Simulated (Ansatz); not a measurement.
# WC at several levels of theory

One geometry, relaxed with PBE, and single points on it; plane waves with PAW potentials in Ansatz, scalar-relativistic unless the row names spin-orbit coupling. No spin polarisation. Meshes are on the primitive cell of 2 atoms. Gaps are the least over mesh and band path; pressure is positive in compression. Smearing is Gaussian, 0.10 eV.

```
W C
1.0
     2.92168    0.00000    0.00000
    -1.46084    2.53025    0.00000
     0.00000    0.00000    2.84705
W C
1 1
Direct
  0.00000 0.00000 0.00000
  0.66667 0.33333 0.50000
```

| level | cutoff (eV) | k mesh | gap (eV) | pressure (GPa) | rough cost with bands (core-min) |
| --- | --- | --- | --- | --- | --- |
| PBE | 420 | 18×18×14 | 0 | 0.0 | 1.2 |
| r2SCAN | 500 | 18×18×14 | 0 | -4.1 | 1.8 |
| PBE with spin-orbit coupling | 420 | 18×18×14 | 0 | -0.3 | 1.4 |
| LDA | 420 | 18×18×14 | 0 | -15.0 | 1.1 |

Spin-orbit coupling is left out except in a row that names it, which matters for the bands of heavy elements.